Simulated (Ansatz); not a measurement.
The relaxed structure here is a generated cell of Si: the first start was made by a random draw of sites in a space group, and the end was not matched to a known phase here, so it may be hypothetical. Known forms of Si include space group No. 227.

One starting cell of Si (a randomly generated symmetric cell of Si (space group No. 123)) was relaxed twice with Ansatz (plane waves, PAW, scalar-relativistic): with PBEsol at 420 eV and with PBE at 420 eV. The PBEsol result:

```cif
data_Si
_chemical_formula_sum 'Si1'
_space_group_name_H-M_alt 'Pm-3m'
_space_group_IT_number 221
_space_group_name_Hall '-P 4 2 3'
_cell_length_a 2.51459
_cell_length_b 2.51459
_cell_length_c 2.51459
_cell_angle_alpha 90.000
_cell_angle_beta 90.000
_cell_angle_gamma 90.000
loop_
_atom_site_label
_atom_site_type_symbol
_atom_site_symmetry_multiplicity
_atom_site_Wyckoff_symbol
_atom_site_fract_x
_atom_site_fract_y
_atom_site_fract_z
_atom_site_occupancy
Si1 Si 1 a 0.00000 0.00000 0.00000 1
```

| quantity | PBEsol | PBE |
|---|---|---|
| space group | Pm-3m | Pm-3m |
| volume (Å³/atom) | 15.90 | 16.26 |
| a (Å) | 2.515 | 2.534 |
| gap (eV, no spin-orbit coupling) | 0.00 | 0.00 |

Both levels end in the same structure; PBE's volume is 2.3 % larger. Neither column is exact.

No spin polarisation in the result.

The run could not lose the symmetry of its start, so the end can be a saddle point.

Ansatz is an electronic-structure program.
